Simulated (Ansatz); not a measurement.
Os:
```cif
data_Os2
_chemical_formula_sum 'Os2'
_space_group_name_H-M_alt 'P 1'
_space_group_IT_number 1
_cell_length_a 2.71577
_cell_length_b 2.71577
_cell_length_c 4.28979
_cell_angle_alpha 90.000
_cell_angle_beta 90.000
_cell_angle_gamma 120.000
loop_
_space_group_symop_operation_xyz
  'x, y, z'
loop_
_atom_site_label
_atom_site_type_symbol
_atom_site_fract_x
_atom_site_fract_y
_atom_site_fract_z
_atom_site_occupancy
Os1 Os 0.33333 0.66667 0.25000 1
Os2 Os 0.66667 0.33333 0.75000 1
```

Relaxed with LDA (plane waves, PAW; program Ansatz). Indices refer to the conventional cell of P6_3/mmc, a = b = 2.716 Å, c = 4.290 Å, α = β = 90.00°, γ = 120.00°.

Task: Simulate the powder diffraction pattern (neutron, λ = 1.5401 Å; lines above 1 %) up to 2θ = 90°.

Result: Simulated powder pattern, neutron, λ = 1.5401 Å (kinematic, ideal powder, no thermal factors, coherent scattering alone; the 30 strongest lines at most, above 1 %, up to 2θ = 90°):

```csv
2θ (°),d (Å),I/Imax (%),hkl
38.22,2.352,21,(1 0 -1 0)
42.08,2.145,24,(0002)
43.85,2.062,100,(1 0 -1 1)
58.14,1.585,21,(1 0 -1 2)
69.10,1.358,33,(1 1 -2 0)
78.14,1.222,42,(1 0 -1 3)
81.81,1.176,6.7,(2 0 -2 0)
84.32,1.147,52,(1 1 -2 2)
85.53,1.134,38,(2 0 -2 1)
```

The LDA relaxation kept the symmetry of its start; of distortions, only those at the zone centre were tested. No spin polarisation was allowed. Axis ratios of metals converge slowly with the k-mesh, so a and c are less sure than the volume. Scalar-relativistic: spin–orbit coupling is off unless named, which matters more the heavier the elements.

Potentials: the earlier of the program's two PAW sets.
